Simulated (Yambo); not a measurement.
Yambo run on CuI (space group Cmcm, No. 63). The wavefunctions come from this Quantum ESPRESSO step (PBEsol, PseudoDojo standard norm-conserving files, fully relativistic):

```
&CONTROL
  calculation = 'nscf'
  pseudo_dir = './pseudo'
  outdir = './out'
/
&SYSTEM
  ibrav = 0
  nat = 4
  ntyp = 2
  ecutwfc = 92.0
  ecutrho = 368.0
  occupations = 'fixed'
  force_symmorphic = .true.
  nbnd = 356
  noncolin = .true.
  lspinorb = .true.
/
&ELECTRONS
  conv_thr = 4e-09
  diago_full_acc = .true.
  diago_thr_init = 1e-08
/
ATOMIC_SPECIES
Cu 63.5460 Cu.upf
I 126.9045 I.upf
CELL_PARAMETERS angstrom
  3.305974535000  -3.494873773000   0.000000000000
  3.305974535000   3.494873773000   0.000000000000
  0.000000000000   0.000000000000   4.366443454000
ATOMIC_POSITIONS crystal
Cu   0.412912565200   0.587087434800   0.750000000000
Cu   0.587087434800   0.412912565200   0.250000000000
I   0.786321968900   0.213678031100   0.750000000000
I   0.213678031100   0.786321968900   0.250000000000
K_POINTS automatic
2 2 2 0 0 0
```

Yambo input:

```
rim_cut
gw0
dyson
el_el_corr
HF_and_locXC
ppa
em1d
RandQpts= 1000000
RandGvec= 1 Ry
EXXRLvcs= 92 Ry
VXCRLvcs= 368 Ry
Chimod= "HARTREE"
% BndsRnXp
 17 | 354 |
%
NGsBlkXp= 7 Ry
% LongDrXp
 1.0 | 1.0 | 1.0 |
%
PPAPntXp= 27.2114 eV
% GbndRnge
 1 | 354 |
%
GTermKind= "BG"
DysSolver= "n"
ExtendOut
% QPkrange
 1 | 1 | 50 | 54 |
 2 | 2 | 52 | 53 |
 3 | 3 | 52 | 53 |
 4 | 4 | 52 | 53 |
 5 | 5 | 52 | 53 |
 6 | 6 | 52 | 53 |
%
```

k points by index: 1 = Γ, 2 = (0, 0, -0.5), 3 = (0, -0.5, 0), 4 = (0, -0.5, -0.5), 5 = (-0.5, -0.5, 0), 6 = (-0.5, -0.5, -0.5).

Table of the .qp output:

```
#    K-point    Band    Eo [eV]    E [eV]    E-Eo [eV]    Vxc [eV]    Vnlxc [eV]    Sc|Eo [eV]    Sc|E [eV]    dSc/dw|Eo [eV]    Re(Z)    Im(Z)
#
    1    50    -1.074030    -1.417058    -0.343029    -16.93934    -20.23907    2.854386    2.956701    -8.113268    0.770319    -0.001596
    1    51    -0.24169E-13    -0.328073    -0.328073    -22.56340    -27.04643    4.050264    4.154960    -8.679853    0.758159    -0.001614
    1    52    0.000000    -0.328138    -0.328138    -22.56340    -27.04643    4.050177    4.154894    -8.679939    0.758157    -0.001614
    1    53    0.705693    1.035025    0.329332    -11.98911    -7.825290    -3.750498    -3.834486    -6.937143    0.796851    -0.001439
    1    54    0.705693    1.035000    0.329306    -11.98911    -7.825290    -3.750530    -3.834512    -6.937174    0.796850    -0.001439
    2    52    -1.764221    -2.257842    -0.493621    -23.12504    -29.23591    5.440692    5.617255    -9.728912    0.736627    -0.001893
    2    53    3.585042    3.966525    0.381483    -13.98153    -9.512601    -3.984984    -4.087446    -7.313038    0.788166    0.003067
    3    52    -0.772052    -1.106502    -0.334450    -24.77477    -30.28973    5.064332    5.180508    -9.447124    0.742290    -0.001745
    3    53    2.252437    2.592024    0.339588    -12.36442    -7.749210    -4.185348    -4.275626    -7.231008    0.790052    -0.001534
    4    52    -1.154512    -1.628843    -0.474331    -22.42375    -27.91198    4.853167    5.013903    -9.217366    0.746971    -0.001776
    4    53    1.801676    2.048018    0.246342    -13.59759    -9.961534    -3.325095    -3.389716    -7.135405    0.792252    -0.001296
    5    52    -0.413650    -0.743568    -0.329918    -24.46075    -29.65950    4.757559    4.868830    -9.172869    0.747885    -0.001684
    5    53    1.030834    1.338583    0.307750    -10.76422    -6.284969    -4.093660    -4.171499    -6.879644    0.798195    -0.001442
    6    52    -1.726872    -2.170233    -0.443362    -28.85425    -36.54963    7.074239    7.252016    -10.90449    0.713906    -0.002091
    6    53    4.005198    4.394016    0.388817    -13.67591    -9.102698    -4.079525    -4.184390    -7.348506    0.787245    0.009868
```
(The two width columns are left out.) Convergence of these settings isn't established.

Geometry relaxed with PBE+D3(BJ).

This is not the ordinary phase of the substance; no match was found in the copy of COD used, and its stability was not checked.
